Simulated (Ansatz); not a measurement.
Data:

NiGe:
```xyz
8
Lattice="5.2839 0.0000 0.0000 0.0000 3.4678 0.0000 0.0000 0.0000 5.7205" Properties=species:S:1:pos:R:3 pbc="T T T"
Ni     2.6807     0.8669     3.9434
Ni     2.6033     2.6008     1.7771
Ni     5.2453     2.6008     1.0831
Ni     0.0387     0.8669     4.6374
Ge     3.6389     0.8669     0.5160
Ge     1.6450     2.6008     5.2045
Ge     4.2870     2.6008     3.3762
Ge     0.9969     0.8669     2.3443
```

This is the PBEsol-relaxed structure.

Q: All from the program Ansatz at the PBEsol level (PAW), unless another level is named. Give the electronic character.

A: metallic (no gap).

Q: Next, the formation energy from the elements (no fitted shifts)?

A: -0.37 eV/atom.

Q: Next, the density of states at the Fermi level?

A: 0.30 states/eV per atom (mean over ±0.08 eV).

Q: Next, the gap with spin–orbit coupling?

A: none (metallic).

Space group Pnma. Symmetry was held in the PBEsol relaxation; of distortions, only those at the zone centre were tested. The run is not spin-polarised. The references are the lowest solids computed at this level, not always the standard phases. Scalar-relativistic: spin–orbit coupling is off unless named, which matters more the heavier the elements.

Potentials: the later of the program's two PAW sets.
